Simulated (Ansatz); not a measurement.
The start is a relaxed CeO2 cell with every coordinate shifted by Gaussian noise of σ = 0.1 Å. The cell and all atomic positions are relaxed at zero pressure with PBE (plane waves to 420 eV, PAW, scalar-relativistic; Ansatz, an electronic-structure program). The first steps use a coarse 7×7×7 k-mesh.

The start:
```
CeO2
1.0
    0.00000     2.73224     2.73224
    2.73224     0.00000     2.73224
    2.73224     2.73224     0.00000
Ce O
1 2
Direct
  0.00592   0.96967   0.02195
  0.22573   0.21005   0.28043
  0.77722   0.76323   0.70841
```

| Property | Value |
|---|---|
| Initial pressure | +3.1 GPa (positive: the cell is compressed) |
| Energy released | 0.091 eV/atom |
| Relative to the parent | It returns to the parent structure, Fm-3m (No. 225) |
| Shortest distances (start → end) | The closest pairs of elements (up to four, under 3.6 Å), start → end: Ce–O 2.17 → 2.37 Å; O–O 2.45 → 2.73 Å |
| Band gap at the end | 1.87 eV, indirect (valence top at 31 % of the way from K to Γ, conduction bottom at L) (no spin-orbit coupling) |
| Optimiser moves | 4 |

Final structure:

```cif
data_Ce4O8
_chemical_formula_sum 'Ce4 O8'
_space_group_name_H-M_alt 'Fm-3m'
_space_group_IT_number 225
_space_group_name_Hall '-F 4 2 3'
_cell_length_a 5.46459
_cell_length_b 5.46459
_cell_length_c 5.46459
_cell_angle_alpha 90.000
_cell_angle_beta 90.000
_cell_angle_gamma 90.000
loop_
_atom_site_label
_atom_site_type_symbol
_atom_site_symmetry_multiplicity
_atom_site_Wyckoff_symbol
_atom_site_fract_x
_atom_site_fract_y
_atom_site_fract_z
_atom_site_occupancy
Ce1 Ce 4 b 0.50000 0.50000 0.50000 1
O1 O 8 c 0.25000 0.25000 0.25000 1
```
(The calculation used a cell of 3 atoms; values per cell refer to that cell.)

Final values are on a 10×10×10 k-mesh of the relaxed cell. No spin polarisation in the result. No Hubbard U is applied. The 4f state was not searched, so a lower electronic state may exist.
